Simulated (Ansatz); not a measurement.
**Ansatz 0.2.0, relaxation: YCl$_{4}$F**

Input:

```yaml
crystal:
  lattice:
    - [8.230047, 0.0, 0.0]
    - [-2.194195, 5.645287, 0.0]
    - [-1.700064, -0.140521, 6.668157]
  atoms:
    - { symbol: F, position: [0.7827, 0.1353, 0.2467] }
    - { symbol: F, position: [0.2173, 0.8647, 0.7533] }
    - { symbol: Cl, position: [0.5299, 0.0807, 0.2646] }
    - { symbol: Cl, position: [0.4701, 0.9193, 0.7354] }
    - { symbol: Cl, position: [0.0823, 0.1162, 0.3475] }
    - { symbol: Cl, position: [0.9177, 0.8838, 0.6525] }
    - { symbol: "Y", position: [0.7067, 0.3079, 0.9685] }
    - { symbol: "Y", position: [0.2933, 0.6921, 0.0315] }
    - { symbol: Cl, position: [0.7135, 0.4502, 0.4478] }
    - { symbol: Cl, position: [0.2865, 0.5498, 0.5522] }
    - { symbol: Cl, position: [0.8963, 0.7507, 0.1564] }
    - { symbol: Cl, position: [0.1037, 0.2493, 0.8436] }
kpoints:
  mp_grid: { grid: [3, 3, 3], shift: [0.5, 0.5, 0.5] }
magnetization:
  spin_polarized: false
scf:
  occupations: { method: fermi_dirac }
  lower_state_search: "off"
hamiltonian:
  pseudopotentials: { kind: paw }
  xc: pbe
  hubbard:
    projectors: all-electron-ortho-atomic
    sites: [{ species: "Y", l: d, u_eff: 5.06 }]
basis:
  ecutwfc: 420
  fft_grid_basis: typed
relax:
  max_steps: 80
  cell: { p_target: 0.0 }
output:
  forces: true
  stress: true
  eigenvalues: true
  populations: true
  elf: true
  write_potential: true
  volumetric_format: npy
  dos:
    e_range: [-12, 8]
    de: 0.05
    projected: { site_lists: { Cl: [Cl], F: [F], "Y": ["Y"] } }
  write_density: true
  bader: false
checkpoint:
  read: saved_state
```

Launch command:

```bash
ansatz run input.yaml --threads 2 --pin off --max-ram 2560MiB --backend cpu --events-out ev --progress --plain --runs-dir out
```

Origin of the cell: a known structure type with other elements, at an estimated volume, so it need not be a known compound.

The smearing width isn't typed, so it takes its default of 0.1 eV.

The saved state is a converged single point of the same cell.

Steps («new basis» is an SCF on plane waves selected anew at the same cell):

```csv
step,ΔF (meV/atom),max force component (eV/Å),P (GPa),volume (Å³),SCF iterations,step was
1,0.0,4.984,4.32,309.81,7,accepted
3,-652.2,1.497,4.52,311.74,8,accepted
5,-831.4,0.516,1.46,340.52,7,accepted
7,-913.7,0.383,0.61,359.40,7,accepted
9,-946.5,0.218,-0.09,371.66,8,accepted
11,-960.1,0.196,-0.08,369.05,7,accepted
13,-973.1,0.311,0.12,365.41,7,accepted
15,-976.5,0.067,-0.06,365.38,11,accepted
17,-982.9,0.138,-0.12,365.03,7,accepted
19,-992.0,0.098,-0.21,362.57,7,accepted
21,-996.0,0.465,0.43,352.75,8,rejected
23,-1001.3,0.209,-0.13,352.16,7,accepted
25,-1002.3,0.082,-0.06,354.11,7,accepted
27,-1003.0,0.013,-0.02,352.04,7,accepted
29,-1010.6,0.009,0.41,351.16,8,new basis
31,-1013.3,0.081,-0.03,382.99,8,accepted
33,-1014.1,0.034,-0.03,386.45,6,accepted
35,-1014.1,0.040,0.04,386.16,8,rejected
37,-1014.3,0.008,-0.01,385.36,8,accepted
39,-1017.9,0.018,0.08,385.57,7,accepted
41,-1016.2,0.165,-0.11,400.98,8,rejected
43,-1018.2,0.055,0.05,398.83,6,accepted
45,-1018.2,0.010,0.00,400.51,7,accepted
47,-1018.1,0.007,0.00,401.37,9,accepted
49,-1019.3,0.005,0.03,401.60,7,new basis
51,-1019.3,0.005,0.03,402.27,9,accepted
53,-1019.1,0.033,-0.03,411.56,7,rejected
55,-1019.1,0.031,-0.01,411.39,7,rejected
57,-1019.7,0.008,0.00,410.28,6,new basis
```

Step 1, with forces in eV/Å:

```xyz
12
Lattice="8.230 0.000 0.000 -2.194 5.645 0.000 -1.700 -0.141 6.668" Properties=species:S:1:pos:R:3:forces:R:3 pbc="T T T" step=1
F     5.725    0.729    1.645    3.334    1.258   -2.207
F    -1.390    4.776    5.023   -3.334   -1.258    2.207
Cl    3.734    0.418    1.764   -4.984   -2.301   -1.272
Cl    0.602    5.086    4.904    4.984    2.301    1.272
Cl   -0.168    0.607    2.317    1.951    2.266    0.365
Cl    4.504    4.898    4.351   -1.951   -2.266   -0.365
Y     3.494    1.602    6.458    0.939   -0.596    0.849
Y     0.842    3.903    0.210   -0.939    0.596   -0.849
Cl    4.123    2.479    2.986   -0.480    1.823    2.378
Cl    0.213    3.026    3.682    0.480   -1.823   -2.378
Cl    5.464    4.216    1.043    0.621   -1.140   -1.631
Cl   -1.128    1.289    5.625   -0.621    1.140    1.631
```

Step 5, with forces in eV/Å:

```xyz
12
Lattice="8.860 0.052 0.046 -2.327 5.621 -0.085 -1.794 -0.237 6.814" Properties=species:S:1:pos:R:3:forces:R:3 pbc="T T T" step=5
F     6.439    0.687    1.532    0.513   -0.096   -0.083
F    -1.700    4.750    5.243   -0.513    0.096    0.083
Cl    3.704    0.528    1.577   -0.303    0.365   -0.129
Cl    1.035    4.908    5.198    0.303   -0.365    0.129
Cl    0.304    0.825    2.495    0.009   -0.245   -0.025
Cl    4.435    4.611    4.280   -0.009    0.245    0.025
Y     4.206    1.332    6.647    0.457   -0.078    0.283
Y     0.533    4.104    0.128   -0.457    0.078   -0.283
Cl    4.156    2.763    3.535   -0.096   -0.316    0.052
Cl    0.583    2.674    3.240    0.096    0.316   -0.052
Cl    6.492    3.979    0.907    0.516    0.044   -0.141
Cl   -1.753    1.458    5.868   -0.516   -0.044    0.141
```

Step 9, with forces in eV/Å:

```xyz
12
Lattice="9.267 -0.404 0.379 -2.747 5.741 0.039 -1.600 0.109 7.070" Properties=species:S:1:pos:R:3:forces:R:3 pbc="T T T" step=9
F     6.889   -0.021    2.050    0.032   -0.138    0.150
F    -1.970    5.467    5.438   -0.032    0.138   -0.150
Cl    3.732    0.853    1.255    0.012    0.017   -0.025
Cl    1.187    4.593    6.234   -0.012   -0.017    0.025
Cl    0.426    1.088    2.568    0.001    0.111    0.031
Cl    4.493    4.358    4.920   -0.001   -0.111   -0.031
Y     4.773    1.113    7.523   -0.218   -0.026   -0.087
Y     0.145    4.333   -0.034    0.218    0.026    0.087
Cl    4.177    2.432    4.411   -0.050   -0.010    0.131
Cl    0.741    3.014    3.078    0.050    0.010   -0.131
Cl    6.915    3.538    1.438    0.013   -0.056   -0.015
Cl   -1.996    1.908    6.051   -0.013    0.056    0.015
```

Step 13, with forces in eV/Å:

```xyz
12
Lattice="9.116 -0.469 0.362 -2.752 5.656 -0.009 -1.582 0.063 7.206" Properties=species:S:1:pos:R:3:forces:R:3 pbc="T T T" step=13
F     6.768   -0.270    2.240    0.023    0.012    0.006
F    -1.986    5.520    5.319   -0.023   -0.012   -0.006
Cl    3.653    0.848    1.252   -0.026   -0.018    0.000
Cl    1.129    4.402    6.307    0.026    0.018    0.000
Cl    0.288    1.499    2.683   -0.117   -0.210    0.049
Cl    4.494    3.751    4.876    0.117    0.210   -0.049
Y     4.733    0.878    7.832    0.072    0.000    0.019
Y     0.049    4.372   -0.273   -0.072    0.000   -0.019
Cl    3.715    1.917    4.996   -0.142   -0.311    0.039
Cl    1.067    3.334    2.563    0.142    0.311   -0.039
Cl    6.786    3.411    1.406    0.014   -0.022   -0.055
Cl   -2.004    1.839    6.153   -0.014    0.022    0.055
```

Step 18, with forces in eV/Å:

```xyz
12
Lattice="8.841 -0.422 0.118 -2.647 5.791 -0.027 -1.724 -0.049 7.246" Properties=species:S:1:pos:R:3:forces:R:3 pbc="T T T" step=18
F     6.664   -0.139    2.217   -0.011    0.023    0.041
F    -2.194    5.458    5.119    0.011   -0.023   -0.041
Cl    3.496    0.864    1.101    0.020   -0.013   -0.023
Cl    0.974    4.456    6.236   -0.020    0.013    0.023
Cl    0.248    1.932    2.988    0.094    0.176   -0.018
Cl    4.222    3.387    4.349   -0.094   -0.176    0.018
Y     4.477    0.796    7.785    0.024    0.071    0.006
Y    -0.007    4.523   -0.448   -0.024   -0.071   -0.006
Cl    3.464    1.585    4.893    0.112    0.107   -0.059
Cl    1.007    3.734    2.444   -0.112   -0.107    0.059
Cl    6.468    3.565    0.956   -0.056   -0.040   -0.004
Cl   -1.998    1.754    6.381    0.056    0.040    0.004
```

Step 23, with forces in eV/Å:

```xyz
12
Lattice="8.802 -0.358 0.108 -2.592 5.662 0.185 -1.725 0.188 7.183" Properties=species:S:1:pos:R:3:forces:R:3 pbc="T T T" step=23
F     6.579    0.018    2.435   -0.009   -0.040    0.037
F    -2.094    5.474    5.041    0.009    0.040   -0.037
Cl    3.427    0.962    0.986    0.033   -0.037   -0.037
Cl    1.058    4.530    6.490   -0.033    0.037    0.037
Cl    0.424    2.231    3.480    0.001    0.168   -0.106
Cl    4.061    3.262    3.996   -0.001   -0.168    0.106
Y     4.472    1.016    7.829    0.043    0.030   -0.052
Y     0.013    4.476   -0.353   -0.043   -0.030    0.052
Cl    3.862    1.380    4.800   -0.009    0.209   -0.107
Cl    0.623    4.112    2.677    0.009   -0.209    0.107
Cl    6.304    3.549    0.775   -0.032    0.082    0.009
Cl   -1.819    1.943    6.701    0.032   -0.082   -0.009
```

Step 29, with forces in eV/Å:

```xyz
12
Lattice="8.793 -0.352 0.186 -2.586 5.705 0.258 -1.659 0.296 7.107" Properties=species:S:1:pos:R:3:forces:R:3 pbc="T T T" step=29
F     6.554    0.071    2.492    0.000   -0.006    0.009
F    -2.006    5.578    5.059    0.000    0.006   -0.009
Cl    3.414    0.953    0.996    0.001    0.005   -0.001
Cl    1.134    4.696    6.555   -0.001   -0.005    0.001
Cl    0.473    2.207    3.508    0.004    0.002    0.003
Cl    4.075    3.442    4.043   -0.004   -0.002   -0.003
Y     4.521    1.164    7.794   -0.006    0.000   -0.007
Y     0.027    4.485   -0.243    0.006    0.000    0.007
Cl    3.904    1.550    4.789    0.007    0.005    0.004
Cl    0.644    4.099    2.762   -0.007   -0.005   -0.004
Cl    6.288    3.593    0.894    0.000    0.001    0.000
Cl   -1.740    2.056    6.656    0.000   -0.001    0.000
```

Step 33, with forces in eV/Å:

```xyz
12
Lattice="9.124 -0.621 0.251 -2.859 5.900 0.407 -1.671 0.545 7.414" Properties=species:S:1:pos:R:3:forces:R:3 pbc="T T T" step=33
F     6.738   -0.077    2.531   -0.001   -0.001    0.008
F    -2.144    5.901    5.541    0.001    0.001   -0.008
Cl    3.554    0.828    1.016    0.001   -0.004   -0.001
Cl    1.040    4.996    7.055   -0.001    0.004    0.001
Cl    0.489    2.277    3.766    0.007    0.003    0.001
Cl    4.106    3.547    4.306   -0.007   -0.003   -0.001
Y     4.655    1.280    8.156    0.022    0.034   -0.002
Y    -0.061    4.544   -0.084   -0.022   -0.034    0.002
Cl    4.044    1.667    5.096    0.008    0.003   -0.002
Cl    0.550    4.157    2.976   -0.008   -0.003    0.002
Cl    6.492    3.444    1.045    0.008   -0.002   -0.003
Cl   -1.898    2.380    7.027   -0.008    0.002    0.003
```

Step 43, with forces in eV/Å:

```xyz
12
Lattice="9.277 -0.861 0.186 -3.064 6.144 0.602 -1.751 0.800 7.374" Properties=species:S:1:pos:R:3:forces:R:3 pbc="T T T" step=43
F     6.713   -0.108    2.562    0.003   -0.011    0.017
F    -2.251    6.190    5.600   -0.003    0.011   -0.017
Cl    3.568    0.723    0.912    0.006   -0.010    0.002
Cl    0.894    5.359    7.250   -0.006    0.010   -0.002
Cl    0.452    2.350    3.833    0.015   -0.055    0.020
Cl    4.010    3.732    4.329   -0.015    0.055   -0.020
Y     4.592    1.463    8.115    0.020    0.016    0.001
Y    -0.130    4.619    0.047   -0.020   -0.016   -0.001
Cl    4.076    1.829    5.048    0.007   -0.052    0.009
Cl    0.386    4.253    3.114   -0.007    0.052   -0.009
Cl    6.540    3.366    1.025    0.003   -0.004    0.002
Cl   -2.078    2.716    7.137   -0.003    0.004   -0.002
```

Step 57, with forces in eV/Å:

```xyz
12
Lattice="9.356 -0.992 0.165 -3.175 6.272 0.713 -1.782 0.950 7.455" Properties=species:S:1:pos:R:3:forces:R:3 pbc="T T T" step=57
F     6.712   -0.142    2.596    0.000   -0.004    0.008
F    -2.314    6.372    5.737    0.000    0.004   -0.008
Cl    3.585    0.655    0.872    0.000   -0.007    0.003
Cl    0.814    5.574    7.461    0.000    0.007   -0.003
Cl    0.447    2.384    3.909    0.001    0.003   -0.003
Cl    3.952    3.845    4.424   -0.001   -0.003    0.003
Y     4.578    1.559    8.216   -0.003    0.001   -0.007
Y    -0.180    4.671    0.117    0.003   -0.001    0.007
Cl    4.096    1.935    5.126    0.000    0.002   -0.004
Cl    0.302    4.295    3.208    0.000   -0.002    0.004
Cl    6.559    3.311    1.047    0.004   -0.002   -0.001
Cl   -2.161    2.919    7.286   -0.004    0.002    0.001
```

- Free energy lowered by: 1019.7 meV/atom
- Volume change: 32.43 %
- Final pressure: 0.00 GPa
- Relaxation steps listed: 57

Caveats: the exchange-correlation potential is rough where the density is thin; the relaxation held the start's symmetry, so the end may be a saddle point.

Time: 13 min on 2 threads of Arm Neoverse V1, with other jobs on the host, peak memory 0.96 GiB, from a saved density.
